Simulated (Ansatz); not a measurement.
Ge (diamond, Fd-3m) at seven volumes, LDA in the plane-wave PAW code Ansatz, scaled uniformly. One row is withheld.

| V (Å³/atom) | P (GPa) |
|---|---|
| 20.207 | 8.51 |
| 20.873 | 5.16 |
| 21.540 | 2.34 |
| 22.206 | 0.00 |
| 22.872 | ? |
| 23.538 | -3.64 |
| 24.204 | -5.01 |

Problem. Fit the shown pressures and predict the withheld one.

Solution. Third-order Birch–Murnaghan: P = (3/2)B₀(x^(7/2) − x^(5/2))[1 + (3/4)(B′ − 4)(x − 1)] with x = (V₀/V)^(2/3). Least squares on the six rows gives V₀ = 22.204 Å³/atom, B₀ = 71.73 GPa, B′ = 4.88. At V = 22.872, x = 0.9804 and P = -1.98 GPa. The run itself gave -1.98 GPa.

Symmetry was held in the LDA relaxation. The volume moved by -26 % from the start of the relaxation.

Potentials: the earlier of the program's two PAW sets. The files were generated under PBE; for other functionals the program regenerates the frozen cores, and for LDA and PBEsol the local potential too.
